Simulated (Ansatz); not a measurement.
Input and command of a calculation in Ansatz (plane waves; scalar-relativistic PAW potentials unless the input names others):

```yaml
crystal:
  lattice:
    - [0.0, 3.8276743123, 3.8276743123]
    - [3.8276743123, 0.0, 3.8276743123]
    - [3.8276743123, 3.8276743123, 0.0]
  atoms:
    - { symbol: Nb, position: [0.125, 0.125, 0.125] }
    - { symbol: Nb, position: [0.625, 0.125, 0.125] }
    - { symbol: Nb, position: [0.125, 0.125, 0.625] }
    - { symbol: Nb, position: [0.125, 0.625, 0.125] }
    - { symbol: Ag, position: [0.5, 0.5, 0.5] }
    - { symbol: Ag, position: [0.75, 0.75, 0.75] }
basis:
  ecutwfc: 420
kpoints:
  mp_grid: { grid: [8, 8, 8] }
hamiltonian:
  xc: pbesol
scf:
  occupations: { method: gaussian, width: 0.1 }
  mixing: { preconditioner: resta }
output:
  forces: true
  eigenvalues: true
  stress: true
```

```bash
ansatz run input.yaml --threads 1 --pin off --max-ram 2560MiB --backend cpu --events-out ev --progress --plain --runs-dir out
```

Abridged log:
```
Pseudopotentials: kind: paw
Pseudopotential: Nb, paw, valence charge 13, recommended cutoff 420 eV (normal)
Pseudopotential: Ag, paw, valence charge 19, recommended cutoff 420 eV (normal)
Functional definition: PBEsol
Crystal: 6 atoms, lattice volume = 112.159 Å³
Basis set: ecut = 420 eV, 2133 PW (Γ), exchange–correlation on 80×80×80 points (8 copies of the dense FFT grid, shifted against one another)
Bands: 54, of which v1, the nominal top of the filled ones, is band 45 counted from 1 (44 counted from 0)
Symmetry: 48 space group operations
Space group: Fd-3m (ITA 227), of the structure as read, at distance tolerance 4.8e-5 Å
k-points: 29 of 512
Initial density: superposition of atomic densities (neutral atoms: chi_scale 0, normalization atom), corrected by the library's trained network
Initial wavefunctions: pseudopotential atomic-orbital guess
Functional: x = pbesol(κ = 0.804, μ = 0.12345679), c = pbesol(β = 0.046)
SCF iter   1: F=—  HF=-33023.734863 eV  |F-HF|=—  |Δ(HF+E_count)|=         —  Δρ=8.18e-3  dr2=1.00e-1  ethr=1.77e-3  ⟨swp⟩=5.0  Hψ=4863  notcnv=0
SCF iter   2: F=—  HF=-33023.713248 eV  |F-HF|=—  |Δ(HF+E_count)|=   2.16e-2  Δρ=3.18e-3  dr2=2.02e-2  ethr=1.11e-4  ⟨swp⟩=3.0  Hψ=3301  notcnv=0  defer=90
SCF iter   3: F=—  HF=-33023.708817 eV  |F-HF|=—  |Δ(HF+E_count)|=   4.43e-3  Δρ=1.75e-3  dr2=3.60e-3  ethr=2.24e-5  ⟨swp⟩=2.0  Hψ=2032  notcnv=0  defer=90
SCF iter   4: F=—  HF=-33023.708250 eV  |F-HF|=—  |Δ(HF+E_count)|=   5.66e-4  Δρ=8.76e-4  dr2=5.03e-4  ethr=4.00e-6  ⟨swp⟩=2.0  Hψ=2081  notcnv=0  defer=90
SCF iter   5: F=—  HF=-33023.708189 eV  |F-HF|=—  |Δ(HF+E_count)|=   6.12e-5  Δρ=2.65e-4  dr2=3.99e-5  ethr=5.59e-7  ⟨swp⟩=1.5  Hψ=1531  notcnv=0  defer=90
SCF iter   6: F=—  HF=-33023.708191 eV  |F-HF|=—  |Δ(HF+E_count)|=   1.54e-6  Δρ=4.67e-5  dr2=1.25e-6  ethr=4.43e-8  ⟨swp⟩=1.4  Hψ=1550  notcnv=0  defer=77
SCF iter   7: F=-33023.708191 eV  HF=-33023.708191 eV  |F-HF|=3.67e-9  |Δ(HF+E_count)|=   3.69e-7  Δρ=4.68e-6  dr2=1.09e-8  ethr=1.11e-10  ⟨swp⟩=7.3  Hψ=6104  notcnv=0
SCF 1 converged in 7 iterations: F = -33023.708191 eV  dr2 = 1.09e-8
SCF converged after 7 iterations
Free energy (F): -33023.708191 eV
Harris-Foulkes:  -33023.708191 eV  (|F-HF|=3.67e-9)
Internal energy: -33023.677135 eV  (E = F + TS)
E sigma→0 (E₀):  -33023.692663 eV
Entropy (-TS):   -0.031056 eV (-5.176 meV/atom)
Fermi energy:    16.634820 eV
--- Forces (eV/Å), atoms counted from 1 ---
  atom   1  Nb     0.00000000     0.00000000     0.00000000
  atom   2  Nb     0.00000000     0.00000000     0.00000000
  atom   3  Nb     0.00000000     0.00000000     0.00000000
  atom   4  Nb     0.00000000     0.00000000     0.00000000
  atom   5  Ag     0.00000000     0.00000000     0.00000000
  atom   6  Ag     0.00000000     0.00000000     0.00000000
--- Stress (GPa, compression-positive) ---
       -5.811242       0.000000       0.000000
        0.000000      -5.811242       0.000000
        0.000000       0.000000      -5.811242
  P = ⅓ Tr σ = -5.8112 GPa (-58.112 kbar)
```

Apart from outputs, empty bands and the relaxation, which only the reference makes, the input differs from a reference run on usual settings in hamiltonian.xc: "pbe" → "pbesol"; scf.mixing.preconditioner: not typed → "resta". The reference, at the same geometry, ended its own course with pressure 0.00 GPa, largest force 0.000 eV/Å, no gap on the mesh. This run converged in 7 SCF iterations with a total energy on another zero, pressure -5.81 GPa, largest force 0.000 eV/Å, no gap on the mesh.

It took 10 s on 1 thread of Arm Neoverse V1, on a shared host, peak memory 0.44 GiB.